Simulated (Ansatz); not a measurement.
## Compressing Zn: a fit and a missing row

Zn, P6_3/mmc, a = 2.593 Å, c = 4.895 Å. Ansatz: PBEsol, PAW, 420 eV, Γ-centred 18×18×8 mesh on 2 atoms, Gaussian smearing 0.10 eV; no spin polarisation. Shape and atoms are relaxed at each volume; pressure is positive in compression.

| V (Å³/atom) | P (GPa) |
| --- | --- |
| 13.393 | ? |
| 13.821 | 2.30 |
| 14.248 | 0.00 |
| 14.676 | -1.96 |
| 15.103 | -3.75 |

Q: Take V0 = 14.248 Å³/atom, fit the third-order Birch–Murnaghan form to the other rows, and predict the missing pressure.

A: With the Eulerian strain f = ½[(V0/V)^(2/3) − 1] and y = P/[3f(1 + 2f)^(5/2)], the form is the line y = B0 + 1.5 B0 (B0′ − 4) f. Rows (f, y): 0.01025, 71.1; -0.00977, 70.3; -0.01905, 72.3. Means f = -0.006190, y = 71.233; Σ(Δf)² = 0.0004485, ΣΔfΔy = -0.01257; the slope is their ratio. y = 71.06 − 28.02 f GPa, so B0 = 71.1 GPa and B0′ = 4 + 2 × (-28.02)/(3 × 71.06) = 3.74. At V = 13.393, f = 0.02106, y = 70.47 and P = 4.94 GPa. The run gave 5.61 GPa, so the fit is 0.67 GPa too low, 7.2 % of the span of the series, against an rms of 0.03 GPa on the fitted rows. The row lies outside the fitted range. The records show no cause, and too few rows are left to test a further term.

Cost: 5 runs of about 3.1 core-minutes in all, on Intel Xeon Platinum 8259CL (Skylake/Cascade Lake) (shared hosts).